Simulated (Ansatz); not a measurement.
NbCuN2:
```xyz
4
Lattice="1.5607 0.9011 5.7667 -1.5607 0.9011 5.7667 0.0000 -1.8021 5.7667" Properties=species:S:1:pos:R:3 pbc="T T T"
Nb     0.0000     0.0000     8.6500
Cu     0.0000     0.0000     0.0000
N      0.0000     0.0000     1.8217
N      0.0000     0.0000    15.4784
```

Relaxed with PBEsol. Independent-particle spectrum: no excitons, no local fields, no scissors shift; 0.1 eV broadening; ε₁ of the summed bands alone.

**Question.** Tabulate the dielectric function from plane-wave PAW PBEsol (Ansatz code).

**Answer.** 

| E (eV) | ε₁ xx | ε₂ xx | ε₁ zz | ε₂ zz |
|---|---|---|---|---|
| 0.0 | 22.47 | 0.00 | 18.81 | 0.00 |
| 0.3 | 23.50 | 0.00 | 19.76 | 0.00 |
| 0.6 | 29.49 | 2.25 | 25.41 | 3.23 |
| 0.9 | 27.07 | 12.78 | 20.77 | 12.01 |
| 1.2 | 22.83 | 17.00 | 14.88 | 13.43 |
| 1.5 | 18.39 | 20.53 | 11.09 | 11.81 |
| 1.8 | 8.71 | 26.80 | 11.85 | 10.49 |
| 2.1 | -2.07 | 14.49 | 8.19 | 13.99 |
| 2.4 | 2.05 | 8.82 | 5.60 | 10.54 |
| 2.7 | 4.32 | 6.73 | 5.35 | 8.62 |
| 3.0 | 6.85 | 6.94 | 6.37 | 8.13 |
| 3.3 | 7.78 | 9.66 | 7.53 | 10.99 |
| 3.6 | 5.76 | 10.60 | 2.21 | 10.57 |
| 3.9 | 5.18 | 9.55 | 0.92 | 9.89 |
| 4.2 | 6.38 | 9.40 | 0.54 | 7.13 |
| 4.5 | 3.35 | 12.14 | 0.81 | 5.40 |
| 4.8 | 2.03 | 12.56 | 2.39 | 4.59 |
| 5.1 | -1.86 | 10.21 | 3.33 | 4.79 |
| 5.4 | -1.07 | 8.23 | 2.74 | 6.24 |
| 5.7 | -1.01 | 5.58 | 2.19 | 4.14 |
| 6.0 | 1.00 | 5.17 | 4.00 | 4.26 |
| 6.3 | 1.75 | 5.54 | 4.25 | 5.58 |
| 6.6 | 2.21 | 6.86 | 5.15 | 5.10 |
| 6.9 | 2.02 | 9.04 | 6.37 | 7.51 |
| 7.2 | -0.93 | 7.58 | 3.04 | 11.19 |
| 7.5 | -0.35 | 7.20 | 1.01 | 9.65 |
| 7.8 | -1.44 | 7.57 | -0.44 | 9.82 |
| 8.1 | -2.68 | 5.93 | -3.02 | 7.84 |
| 8.4 | -2.91 | 4.19 | -3.39 | 5.61 |
| 8.7 | -1.32 | 3.23 | -1.96 | 3.94 |
| 9.0 | -0.32 | 3.76 | -0.87 | 4.34 |
| 9.3 | -0.36 | 5.23 | -1.22 | 5.07 |
| 9.6 | -2.54 | 4.35 | -2.38 | 3.90 |
| 9.9 | -2.13 | 3.23 | -1.77 | 3.03 |
| 10.2 | -1.69 | 2.98 | -1.19 | 2.83 |
| 10.5 | -1.58 | 2.63 | -0.97 | 2.84 |
| 10.8 | -1.63 | 2.50 | -1.12 | 3.19 |
| 11.1 | -1.44 | 1.91 | -1.58 | 2.40 |
| 11.4 | -0.92 | 1.72 | -1.02 | 1.82 |
| 11.7 | -0.62 | 1.96 | -0.56 | 1.76 |
| 12.0 | -0.73 | 2.01 | -0.26 | 1.94 |

**Question.** From ε at 1.5 eV (xx: 18.39 + 20.53i), find n, k, the normal reflectivity and the absorption coefficient.

**Answer.** n = 4.79, k = 2.141, R = 50 %, α = 2kE/ħc = 330000 cm⁻¹.

With all bands, ε∞ without local fields is 22.6 (xx = yy), 19.0 (zz). DFPT, with local fields, gives 22.0 (xx = yy), 17.3 (zz).

Space group R-3m. The start of the workflow was typed in or built on a structure type; neither database checked (COD, Materials Project) lists it. Whether it is the stable phase at ambient conditions was not checked. Symmetry was held in the PBEsol relaxation; its stability against distortions is not shown here. The workflow began spin-polarised and lost its moments. Spin–orbit coupling is left out wherever it is not named.

Potentials: the earlier of the program's two PAW sets. The files were generated under PBE; for other functionals the program regenerates the frozen cores, and for LDA and PBEsol the local potential too.
